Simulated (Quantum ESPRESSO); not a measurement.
Al3GeNO5, input and log of a self-consistent run

A calculation, not a measurement. The program is pw.x of Quantum ESPRESSO 7.5 (plane-wave density functional theory). The cell is made up: 10 atoms on a corundum lattice, with randomly drawn elements, strain and displacements, not relaxed. PseudoDojo standard norm-conserving files (v0.5 for PBE, v0.4.1 for LDA and PBEsol) set the functional; there is no spin polarisation, spin-orbit coupling or dispersion term, and the masses in the input are unused placeholders.

Input:

```
&control calculation='scf', pseudo_dir='./dojo.nc.sr.pbe.v0_5.standard.upf', outdir='./o', disk_io='medium', tprnfor=.true., tstress=.true. /
&system ibrav=0, nat=10, ntyp=4, nbnd=35, ecutwfc=84.00895049, nosym=.true., tot_charge=0,
 occupations='smearing', smearing='fd', degauss=0.0018374661
/
&electrons conv_thr=7.350e-09, electron_maxstep=60, /
ATOMIC_SPECIES
Al 1.0 Al.upf
Ge 1.0 Ge.upf
N 1.0 N.upf
O 1.0 O.upf
CELL_PARAMETERS angstrom
2.4172 1.3956 4.3955
-2.4172 1.3956 4.3955
0.0 -2.7911 4.3955
ATOMIC_POSITIONS angstrom
Al 0.041 -0.0072 4.6364
Al 0.0825 0.0057 1.9232
Ge -0.0044 -0.049 8.5851
Al -0.0639 0.0047 11.2098
N -0.9134 1.3764 7.684
O -0.8064 -1.4333 7.6365
O 1.7067 0.082 7.6866
O 0.9725 -1.4439 5.4432
O 0.7213 1.5106 5.5469
O -1.6572 -0.0547 5.4667
K_POINTS automatic
6 6 6 1 1 1
```

The log is shortened where brackets say so; the opening notice, blank lines, dates and the lines on written files are dropped, and the path of the files is cut. It prints rydbergs, bohrs and kilobars, and counts compression as positive stress. With no partly filled state, the Fermi energy that it prints is only some level between the filled and the empty states on the mesh, and need not lie in the true gap.

```
     Program PWSCF v.7.5
     Parallel version (MPI & OpenMP), running on       1 processor cores
     Number of MPI processes:                 1
     Threads/MPI process:                     1
     [start-up lines left out]
     bravais-lattice index     =            0
     lattice parameter (alat)  =       9.8395  a.u.
     unit-cell volume          =     600.3705 (a.u.)^3
     number of atoms/cell      =           10
     number of atomic types    =            4
     number of electrons       =        58.00
     number of Kohn-Sham states=           35
     kinetic-energy cutoff     =      84.0090  Ry
     charge density cutoff     =     336.0358  Ry
     scf convergence threshold =      7.3E-09
     mixing beta               =       0.7000
     number of iterations used =            8  plain     mixing
     Exchange-correlation= PBE
                           (   1   4   3   4   0   0   0)
     [axes and pseudopotential details left out]
   Cartesian axes
     site n.     atom                  positions (alat units)
         1        Al     tau(   1) = (   0.0078743  -0.0013828   0.8904475  )
         2        Al     tau(   2) = (   0.0158446   0.0010947   0.3693617  )
         3        Ge     tau(   3) = (  -0.0008450  -0.0094107   1.6488183  )
         4        Al     tau(   4) = (  -0.0122724   0.0009027   2.1529071  )
         5        N      tau(   5) = (  -0.1754238   0.2643456   1.4757568  )
         6        O      tau(   6) = (  -0.1548738  -0.2752736   1.4666341  )
         7        O      tau(   7) = (   0.3277816   0.0157486   1.4762561  )
         8        O      tau(   8) = (   0.1867743  -0.2773094   1.0453981  )
         9        O      tau(   9) = (   0.1385298   0.2901195   1.0653143  )
        10        O      tau(  10) = (  -0.3182749  -0.0105055   1.0499114  )
     number of k points=   108  Fermi-Dirac smearing, width (Ry)=  0.0018
     Number of k-points >= 100: set verbosity='high' to print them.
     Dense  grid:    62509 G-vectors     FFT dimensions: (  60,  60,  60)
     Estimated max dynamical RAM per process >      90.85 MB
     Initial potential from superposition of free atoms
     starting charge      57.9918, renormalised to      58.0000
     Starting wfcs are   45 randomized atomic wfcs
     total cpu time spent up to now is       19.7 secs
     per-process dynamical memory:    60.0 Mb
     Self-consistent Calculation
     iteration #  1     ecut=    84.01 Ry     beta= 0.70
     Davidson diagonalization with overlap
     ethr =  1.00E-02,  avg # of iterations =  3.3
     total cpu time spent up to now is       87.0 secs
     total energy              =    -378.49086680 Ry
     estimated scf accuracy    <       2.26858678 Ry
     iteration #  2     ecut=    84.01 Ry     beta= 0.70
     Davidson diagonalization with overlap
     ethr =  3.91E-03,  avg # of iterations =  2.3
     total cpu time spent up to now is      144.8 secs
     total energy              =    -379.17122155 Ry
     estimated scf accuracy    <       1.54675799 Ry
     iteration #  3     ecut=    84.01 Ry     beta= 0.70
     Davidson diagonalization with overlap
     ethr =  2.67E-03,  avg # of iterations =  2.0
     total cpu time spent up to now is      192.3 secs
     total energy              =    -379.44175358 Ry
     estimated scf accuracy    <       0.03012073 Ry
     iteration #  4     ecut=    84.01 Ry     beta= 0.70
     Davidson diagonalization with overlap
     ethr =  5.19E-05,  avg # of iterations =  9.5
     total cpu time spent up to now is      267.2 secs
     total energy              =    -379.45594953 Ry
     estimated scf accuracy    <       0.00674323 Ry
     iteration #  5     ecut=    84.01 Ry     beta= 0.70
     Davidson diagonalization with overlap
     ethr =  1.16E-05,  avg # of iterations =  4.3
     total cpu time spent up to now is      319.3 secs
     total energy              =    -379.45660287 Ry
     estimated scf accuracy    <       0.00204909 Ry
     iteration #  6     ecut=    84.01 Ry     beta= 0.70
     Davidson diagonalization with overlap
     ethr =  3.53E-06,  avg # of iterations =  3.5
     total cpu time spent up to now is      360.2 secs
     total energy              =    -379.45649465 Ry
     estimated scf accuracy    <       0.00058780 Ry
     iteration #  7     ecut=    84.01 Ry     beta= 0.70
     Davidson diagonalization with overlap
     ethr =  1.01E-06,  avg # of iterations =  2.3
     total cpu time spent up to now is      409.0 secs
     total energy              =    -379.45657671 Ry
     estimated scf accuracy    <       0.00003312 Ry
     iteration #  8     ecut=    84.01 Ry     beta= 0.70
     Davidson diagonalization with overlap
     ethr =  5.71E-08,  avg # of iterations =  2.9
     total cpu time spent up to now is      459.0 secs
     total energy              =    -379.45658825 Ry
     estimated scf accuracy    <       0.00000182 Ry
     iteration #  9     ecut=    84.01 Ry     beta= 0.70
     Davidson diagonalization with overlap
     ethr =  3.14E-09,  avg # of iterations =  3.5
     total cpu time spent up to now is      528.4 secs
     total energy              =    -379.45658892 Ry
     estimated scf accuracy    <       0.00000025 Ry
     iteration # 10     ecut=    84.01 Ry     beta= 0.70
     Davidson diagonalization with overlap
     ethr =  4.28E-10,  avg # of iterations =  2.0
     total cpu time spent up to now is      581.9 secs
     total energy              =    -379.45658892 Ry
     estimated scf accuracy    <       0.00000008 Ry
     iteration # 11     ecut=    84.01 Ry     beta= 0.70
     Davidson diagonalization with overlap
     ethr =  1.40E-10,  avg # of iterations =  2.0
     total cpu time spent up to now is      620.6 secs
     End of self-consistent calculation
     Number of k-points >= 100: set verbosity='high' to print the bands.
     the Fermi energy is    11.2954 ev
!    total energy              =    -379.45658894 Ry
     estimated scf accuracy    <          1.5E-09 Ry
     smearing contrib. (-TS)   =       0.00000000 Ry
     internal energy E=F+TS    =    -379.45658894 Ry
     The total energy is F=E-TS. E is the sum of the following terms:
     one-electron contribution =    -127.45343775 Ry
     hartree contribution      =     108.03544949 Ry
     xc contribution           =     -99.38039090 Ry
     ewald contribution        =    -260.65820978 Ry
     convergence has been achieved in  11 iterations
     Forces acting on atoms (cartesian axes, Ry/au):
     atom    1 type  1   force =     0.01171247   -0.00215832   -0.04313614
     atom    2 type  1   force =    -0.01837851   -0.00971924    0.05247509
     atom    3 type  2   force =    -0.00808509    0.08598263   -0.13297836
     atom    4 type  1   force =     0.03346897   -0.02156731    0.05834511
     atom    5 type  3   force =    -0.03197902    0.00296252    0.03335616
     atom    6 type  4   force =     0.04521212   -0.05328931    0.01100459
     atom    7 type  4   force =    -0.03105475    0.01514342    0.01655010
     atom    8 type  4   force =    -0.03515825    0.03063144    0.03686639
     atom    9 type  4   force =     0.02043268    0.00754222   -0.02419937
     atom   10 type  4   force =     0.01382938   -0.05552805   -0.00828357
     Total force =     0.227756     Total SCF correction =     0.000082
     Computing stress (Cartesian axis) and pressure
          total   stress  (Ry/bohr**3)                   (kbar)     P=       61.56
   0.00024908   0.00021201  -0.00014522           36.64       31.19      -21.36
   0.00021201   0.00053765   0.00015600           31.19       79.09       22.95
  -0.00014522   0.00015600   0.00046861          -21.36       22.95       68.93
     init_run     :     17.81s CPU     19.51s WALL (       1 calls)
     electrons    :    583.90s CPU    600.91s WALL (       1 calls)
     forces       :      6.86s CPU      6.95s WALL (       1 calls)
     stress       :     30.06s CPU     30.15s WALL (       1 calls)
     [timing details left out]
     PWSCF        :  10m38.99s CPU  10m59.64s WALL
     JOB DONE.
```

In other units: free energy -5162.770 eV for the cell, pressure 6.16 GPa, largest force component 3.419 eV/Å. A rerun of this cell at a cutoff of 1437 eV and k mesh 8 x 8 x 8 moved values by no more than 0.003 eV in energy, 0.02 GPa in stress and 0.002 eV/Å in force.